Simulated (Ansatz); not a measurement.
A free-standing Janus 1T monolayer of PdOSe was relaxed with 5 functionals in the plane-wave code Ansatz, cell and atoms free, the symmetry of the start kept (meshes: PBE 12×12×1, r2SCAN 12×12×1, PBEsol 12×12×1, LDA 12×12×1, HSE06 6×6×1). The calculation is spin-unpolarised, and the structure need not be a phase that has been made.

The PBEsol result:
```
Pd O Se
1.0
     3.36570    0.00000    0.00000
    -1.68285    2.91478    0.00000
     0.00000    0.00000   29.35268
Pd O Se
1 1 1
Direct
  0.00000 0.00000 0.31157
  0.33333 0.66667 0.34319
  0.66667 0.33333 0.26509
```
The sheet repeats along a and b alone.

The sheet's in-plane cell has a = 3.366 Å, b = 3.366 Å (γ = 120.0°), and its outermost atoms lie 2.29 Å apart along the normal. Around Pd lie 3 O at 2.15 Å and 3 Se at 2.37 Å; around O lie 3 Pd at 2.15 Å; around Se lie 3 Pd at 2.37 Å.

(1) What lattice does HSE06 give?

(2) How does the cell change with LDA?

(3) Held at the r2SCAN cell, what mean stress do LDA and PBE find, and does its sign point to their own minimum?

Results:

(1) a = 3.356 Å; the area differs by -0.6 % from PBEsol's. Pd is surrounded by 3 O at 2.14 Å and 3 Se at 2.37 Å; O is surrounded by 3 Pd at 2.14 Å; Se is surrounded by 3 Pd at 2.37 Å.

(2) a = 3.334 Å; the area differs by -1.9 % from PBEsol's. Pd has 3 O at 2.13 Å and 3 Se at 2.36 Å; O has 3 Pd at 2.13 Å; Se has 3 Pd at 2.36 Å.

(3) Yes. LDA -2.98 N/m, and its relaxed area is -2.6 % from r2SCAN's; PBE +1.91 N/m, and its relaxed area is +2.6 % from r2SCAN's. Compression counts positive, so a positive stress asks for a larger cell.
